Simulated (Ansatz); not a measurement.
Level of theory: DFT PBE, scalar-relativistic, plane waves, PAW (Ansatz). All cells share a 420 eV cutoff and Γ-centred k meshes spaced about 0.3 Å⁻¹ or finer (0.25 for metals, 2π included). No spin polarisation.

This relaxed NaTa₃O₃ cell comes from a structure search over trial cells.

```xyz
7
Lattice="2.5395 -1.4858 0.0000 2.5395 1.4858 0.0000 -0.7632 0.0000 11.9330" Properties=species:S:1:pos:R:3 pbc="T T T"
Na    4.1724    0.0000   11.8492
Ta    2.5050    0.0000    5.3577
Ta    4.1620    0.0000    8.8069
Ta   -0.0990    0.0000    2.9164
O     2.4584    0.0000    7.5143
O     2.4670    0.0000   10.1351
O     1.5636    0.0000    1.5582
```

**Question.** Is it a true minimum?

**Answer.** As far as tested, yes. The phonons at Γ show no imaginary mode. (Phonon run: 12×12×4 k mesh, Gaussian smearing of 0.10 eV.) After random moves of the atoms it relaxes back. Other q points weren't tested. The optical modes at Γ run from 47 to 636 cm⁻¹. Na is surrounded by 6 O at 2.37–2.42 Å, 6 Na at 2.94–2.97 Å and 2 Ta at 3.00–3.04 Å; Ta on its first site is surrounded by 1 O at 2.16 Å and 8 Ta at 2.86–2.97 Å; around Ta on its second site lie 6 O at 2.14–2.16 Å, 6 Ta at 2.94–2.97 Å and 1 Na at 3.04 Å; O on its first site is surrounded by 4 Ta at 2.14–2.16 Å and 1 O at 2.62 Å; 3 more sites not described.

Spin–orbit coupling, which can matter for Ta, is left out. Phonons of metals hang on the k mesh and the smearing.
